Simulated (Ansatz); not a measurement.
Stationary points along a deformation path in BiTe

Computed with DFT r2SCAN, scalar-relativistic, plane waves, PAW (Ansatz). Settings: plane waves to 500 eV, k-mesh 14×14×14 (Γ-centred), Gaussian smearing 0.15 eV. Spin–orbit coupling is left out, which can shift energies with elements as heavy as these. No spin polarisation. Energies are free energies at this smearing, counted from the undisturbed cell; pressure is positive in compression.

Zero of the scan (as given, not relaxed at this level; it stands at 0.0 GPa, and it needn't be the usual structure):

```
Bi Te
1.0
     0.00000    3.23500    3.23500
     3.23500    0.00000    3.23500
     3.23500    3.23500    0.00000
Bi Te
1 1
Direct
  0.00000 0.00000 0.00000
  0.50000 0.50000 0.50000
```

At fixed volume and fractional coordinates, lengths along (0.000, 0.000, 1.000) are scaled against those across it; ρ is that ratio over its starting value. V = 33.855 Å³/atom. Δσ is the stress along the axis less the mean stress across it (compression positive).

| ρ | ΔE (meV/atom) | Δσ (GPa) | space group |
| --- | --- | --- | --- |
| 0.707 | 1138.6 | 50.46 | I4/mmm |
| 0.780 | 531.3 | 37.72 | I4/mmm |
| 0.850 | 181.1 | 19.12 | I4/mmm |
| 0.920 | 43.5 | 7.61 | I4/mmm |
| 1.000 | 0.0 | 0.00 | Fm-3m |
| 1.100 | 48.5 | -6.73 | I4/mmm |
| 1.200 | 150.9 | -9.21 | I4/mmm |
| 1.300 | 263.8 | -11.59 | I4/mmm |
| 1.414 | 434.6 | -17.96 | I4/mmm |

Question: How does the stress give the slope of the energy, and where is the energy stationary?

Answer: Along the path d ln(length) is 2/3 d ln ρ on the axis and −1/3 d ln ρ across it, so dE/d ln ρ = −(2/3) V Δσ: the energy falls with ρ where Δσ is positive. Δσ vanishes or changes sign at ρ = 1.000 (Fm-3m), a minimum at 0.0 meV/atom. Pairs of stationary points between two samples would go unseen, and could change a minimum read from distant neighbours into a maximum. At ρ = 1.000 the cell is cubic, where symmetry alone makes the stress isotropic and the slope zero.

Question: Which shear constant sets the curvature at ρ = 1?

Answer: For a cubic crystal E/V = (2/3) C (ln ρ)² with C = C′ = (C11 − C12)/2, so Δσ = −2C ln ρ. The parabola of Δσ against ln ρ through ρ = 0.920, 1 and 1.100 gives C ≈ 41 GPa with the ions clamped, rough because the steps are large.

Question: Integrate that slope from ρ = 1 to 1.300 by the trapezoid rule.

Answer: With V/N in Å³ and 1 eV/Å³ = 160.2 GPa the slopes at ρ = 1.000, 1.100, 1.200, 1.300 are 0, 948, 1297, 1632 meV/atom per unit of ln ρ. The steps add 45.2 + 97.7 + 117.2 = 260.1 meV/atom, against 263.8 from the energies; the trapezoid rule misses the curvature of the slope within each step.

In a metal these slopes depend on the k mesh and the smearing.